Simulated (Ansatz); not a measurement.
## Several inputs for ZrSe2 with carbon replacing Zr

Cell: a supercell of ZrSe2 (CdI2 type, P-3m1) built from a Materials Project structure (computed, not necessarily an observed phase), with all atoms left at the host's positions.

Space group P-3m1 (No. 164); a = 7.6223, c = 12.7998 Å, γ = 120.00°.

```csv
site,Wyckoff,site symmetry,x,y,z
C,1a,-3m.,0.0000,0.0000,0.0000
Zr2,1b,-3m.,0.0000,0.0000,0.5000
Zr3,3e,.2/m.,0.0000,0.5000,0.0000
Zr4,3f,.2/m.,0.0000,0.5000,0.5000
Se9,6i,.m.,0.3333,0.1667,0.3779
Se10,6i,.m.,0.3333,0.1667,0.8779
Se11,2d,3m.,0.3333,0.6667,0.3779
Se12,2d,3m.,0.3333,0.6667,0.8779
```

One atom of each set is listed.

Reference run. Level of theory: DFT, PBE, plane waves and PAW, scalar-relativistic, 420 eV cutoff, Γ-centred 3×3×2 k-points, Fermi–Dirac smearing 0.01 eV (Ansatz 0.2.0).

It gives V_zz (10²¹ V/m²) C -0.91 (η 0.00), Se10 23.9 (η 0.23), Zr3 2.13 (η 0.81), among others. Each of these runs changes the input as listed (caps on SCF iterations aside):

A. hamiltonian.hubbard: not typed → {sites: [{species: Zr, l: d, u_eff: -5.0}]}
B. scf.initial_density.chi_scale: not typed → 0.3; accuracy: not typed → high

Question: How does each run end, and how far do the gradients move?

Answer: 

| run | C V_zz (η) | Se10 V_zz (η) | Zr3 V_zz (η) | largest change of a gradient tensor, all atoms | note |
| --- | --- | --- | --- | --- | --- |
| A | -1.03 (0.00) | 23.3 (0.21) | -2.32 (0.97) | 1.20 | converged; on Zr3 the largest value lies along another axis |
| B | -0.91 (0.00) | 23.9 (0.23) | 2.13 (0.81) | 0.00 | converged |

Run A moves them most, on Se10 (V_zz from 23.9 to 23.3); against its own size the tensor moves most on Zr4 among sites above 0.3 (by 0.95, V_zz from -1.88 to -2.83). Run A holds a negative U, so its numbers aren't properties of the crystal.

On the reference run: The run isn't spin-polarised, and a state with spin may lie lower. The defect repeats with the cell of 24 atoms, so it feels its images: sites between two images don't show the values beside a lone defect, and zeros or small values of η there can come from the images' arrangement. Se and Zr carry a gradient in the pure host already, so the values there aren't the defect's effect alone. The defect cell has no gap above 0.1 eV on its mesh, so the values can hang on the smearing and the k-mesh. Without spin–orbit coupling (the program notes it for Zr) the gradients can shift somewhat, as the gap is small. The neighbours have not yet relaxed around the defect (largest force 0.56 eV/Å), so a real crystal will differ.
